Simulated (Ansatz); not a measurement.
# Ca (I4/mmm), ideal shear of a crystal plane

Level of theory: DFT PBEsol, scalar-relativistic, plane waves, PAW (Ansatz). Settings: plane waves to 420 eV, k-mesh 17×17×5 (Γ-centred), Gaussian smearing 0.15 eV. No spin polarisation. Energies are free energies at this smearing, counted from the undisturbed cell; pressure is positive in compression.

Reference structure (relaxed at this level; this bcc form isn't the usual structure):

```
Ca
1.0
    -2.16376   -2.16376   -2.15304
    -2.16376   -2.16376    2.15304
    -8.65504    8.65504    0.00000
Ca
4
Direct
  0.00000 0.00000 0.12500
  0.50000 0.50000 0.87500
  0.00000 0.00000 0.62500
  0.50000 0.50000 0.37500
```

The cut lies on the cell's a–b face, a (-1 1 0) plane (indices in the standard cell, whose axes needn't be the Cartesian ones shown) of area 13.18 Å², between layers 3.06 Å apart. Vector c is tilted by f times 1·a + 0·b (length 3.742 Å) with the atoms' Cartesian places fixed: one unrelaxed fault a cell. The traction is dγ/du, the slope of γ against the slip u in Å. Some rows repeat others by symmetry and weren't run.

```
     f  γ (mJ/m²) traction (GPa)
0.0000          0             0.0
0.1000         14             0.7
0.2000         51             1.1
0.3000         95             1.1
0.4000        130             0.7
0.5000        144             0.0
0.6000        130            -0.7
0.7000         95            -1.1
0.8000         51            -1.1
0.9000         14            -0.7
```

**Question.** Read off the first barrier and the stress needed to climb it, and compare with Frenkel's sinusoid.

**Answer.** The first sampled maximum lies at f = 0.500, a slip of 1.87 Å, with γ ≈ 144 mJ/m², which stands in for the unstable fault energy γ_us, and the steepest sampled slope before it is 1.1 GPa. A sinusoid γ = γ_us sin²(πu/λ) with its maximum there has λ = 3.74 Å and a largest slope πγ_us/λ = 1.2 GPa (1 mJ/m² per Å = 0.01 GPa).

**Question.** Is there a metastable fault on this line?

**Answer.** Apart from points where γ returns to about zero, no local minimum shows among the samples, so at this sampling the line offers no fault for a dislocation to split on; a fault can still lie off the line.

The cut is rigid; relaxing the faces lowers these energies and usually the stresses.

In a metal these slopes depend on the k mesh and the smearing.

Cost: 6 runs of about 11 core-minutes in all, on Intel Xeon (Skylake/Cascade Lake) (shared hosts).